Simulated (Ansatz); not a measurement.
**Ionic part of the dielectric constant of AlN at 9 GPa, mode by mode**

Method: Ansatz 0.2.0, DFT LDA, scalar-relativistic, plane waves, PAW. Settings: 420 eV plane-wave cutoff, Γ-centred 10×10×10 mesh, fixed occupations. No spin polarisation. Phonons by linear response, acoustic sum rule imposed.

It takes space group F-43m (No. 216, cubic). Conventional cell: a = 4.285 Å, b = 4.285 Å, c = 4.285 Å, α = 90.00°, β = 90.00°, γ = 90.00°. Around Al (site symmetry -43m) lie 4 N at 1.86 Å. N (site symmetry -43m) has 4 Al at 1.86 Å as nearest neighbours.

Other phases may be more stable at this pressure.

The primitive cell has V = 19.67 Å³ and ε∞,yy = 4.477. Each polar mode adds Δε = (4.92064×10⁷/V)·S/ν² along y, with S its oscillator strength in e²/amu, ν in cm⁻¹ and V in Å³.

Question: From these modes, find each Δε and ε0,yy.
```json
{"ν (cm⁻¹)": "702.5", "S_yy (e²/amu)": "0.6998"}
```

Answer:
```tsv
ν (cm⁻¹)	Δε
702.5	3.55
```

The sum is 3.546, so ε0,yy = 8.02; the run's tensor has 8.02.

Question: Where do the longitudinal modes lie for a wave vector along y?

Answer: At 940 cm⁻¹. The Lyddane–Sachs–Teller product Π(ν_LO/ν_TO)² = 1.79 matches ε0/ε∞ = 1.79.

This zinc-blende form isn't the usual stable structure of the compound at low pressure.

Cost: 1 run of about 0.44 core-minutes, on Arm Neoverse V1 (shared hosts).